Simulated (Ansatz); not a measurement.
A relaxed structure of TiO₂ is spoiled in several ways and relaxed again each time (noise and exchanges are one random draw each; pressure is positive under compression). Calculation: PBEsol (plane waves to 420 eV, PAW, scalar-relativistic; Ansatz, an electronic-structure program).

```cif
data_O4Ti2
_chemical_formula_sum 'Ti2 O4'
_space_group_name_H-M_alt 'P42/mnm'
_space_group_IT_number 136
_space_group_name_Hall '-P 4n 2n'
_cell_length_a 4.59159
_cell_length_b 4.59159
_cell_length_c 2.93910
_cell_angle_alpha 90.000
_cell_angle_beta 90.000
_cell_angle_gamma 90.000
loop_
_atom_site_label
_atom_site_type_symbol
_atom_site_symmetry_multiplicity
_atom_site_Wyckoff_symbol
_atom_site_fract_x
_atom_site_fract_y
_atom_site_fract_z
_atom_site_occupancy
Ti1 Ti 2 a 0.00000 0.00000 0.00000 1
O1 O 4 f 0.30442 0.30442 0.00000 1
```

```tsv
change	first pressure (GPa)	largest first force (eV/Å)	released (eV/atom)	moves	outcome	final group	E − E(parent) (eV/atom)
with every coordinate shifted by Gaussian noise of σ = 0.1 Å	–	–	0.19	6	returns to the parent	P4₂/mnm	0.000
with one O and one Ti atom exchanged in a cell of 6 atoms	–	–	1.6	61	trapped higher	Amm2	+0.84
deformed by the Cartesian strain tensor (xx, yy, zz, yz, xz, xy) = (0.030, -0.147, -0.014, -0.002, -0.041, -0.031)	…	1.21	…	12	…	…	…
```

Some entries are withheld; supply them.


- deformed by the Cartesian strain tensor (xx, yy, zz, yz, xz, xy) = (0.030, -0.147, -0.014, -0.002, -0.041, -0.031), first pressure (GPa): 46.2
- deformed by the Cartesian strain tensor (xx, yy, zz, yz, xz, xy) = (0.030, -0.147, -0.014, -0.002, -0.041, -0.031), released (eV/atom): 0.32
- deformed by the Cartesian strain tensor (xx, yy, zz, yz, xz, xy) = (0.030, -0.147, -0.014, -0.002, -0.041, -0.031), outcome: returns to the parent
- deformed by the Cartesian strain tensor (xx, yy, zz, yz, xz, xy) = (0.030, -0.147, -0.014, -0.002, -0.041, -0.031), final group: P4₂/mnm
- deformed by the Cartesian strain tensor (xx, yy, zz, yz, xz, xy) = (0.030, -0.147, -0.014, -0.002, -0.041, -0.031), E − E(parent) (eV/atom): 0.000

First-step values come from each run's starting, coarser k-mesh (5×5×8, 5×6×8). Each cell has its own k-point mesh; energy differences are given only to the digits this allows. No spin polarisation in the result. The d or f electrons are treated with no Hubbard U.
